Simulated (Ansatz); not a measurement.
**Equation of state of TiHg**

```xyz
2
Lattice="3.0090 0.0000 0.0000 0.0000 3.0090 0.0000 0.0000 0.0000 4.0410" Properties=species:S:1:pos:R:3 pbc="T T T"
Ti    1.5045    1.5045    2.0205
Hg    0.0000    0.0000    0.0000
```

The geometry is COD entry 1522697, unchecked; take it as a test cell.

Spin–orbit coupling is left out, though it moves levels of the heavy atoms by tenths of an eV or more.

Levels of theory: DFT, LDA, all-electron LAPW, scalar-relativistic (Ansatz 0.2.0); DFT, LDA, PAW with Ansatz's default frozen-core files, scalar-relativistic (Ansatz 0.2.0).

For LAPW: a Γ-centred 14×14×10 k mesh, Fermi–Dirac smearing of 0.08 eV, basis error target 1 meV/atom, no spin polarisation. PAW takes a cutoff of 420 eV at this cell (files made with PBE, cores remade for this functional). The Ansatz runs share mesh, smearing and spin set-up. Plane-wave (PAW) pressures include the program's estimate of the Pulay term.

The cell above is scaled evenly, with fractional coordinates and shape held.

| V/V(cell) | V (Å³/atom) | P, LAPW (GPa) | P, PAW (GPa) |
| --- | --- | --- | --- |
| 0.9400 | 17.196 | 0.83 | 0.82 |
| 0.9600 | 17.562 | -1.98 | -1.99 |
| 0.9800 | 17.928 | -4.46 | -4.47 |
| 0.9900 | 18.111 | -5.59 | -5.60 |
| 1.0000 | 18.294 | -6.65 | -6.66 |
| 1.0100 | 18.477 | -7.65 | -7.65 |
| 1.0200 | 18.660 | -8.58 | -8.59 |
| 1.0400 | 19.026 | -10.28 | -10.29 |
| 1.0600 | 19.391 | -11.78 | -11.78 |

What do Birch–Murnaghan fits to the pressures give?

LAPW: V0 = 17.30 Å³/atom, B0 = 137 GPa, B0′ = 4.9; PAW: V0 = 17.30 Å³/atom, B0 = 137 GPa, B0′ = 4.9.

PAW's V0 lies -0.01 % from the all-electron value and its B0 0.0 %. With shape and internal coordinates held, B0 is an upper bound to the relaxed modulus.
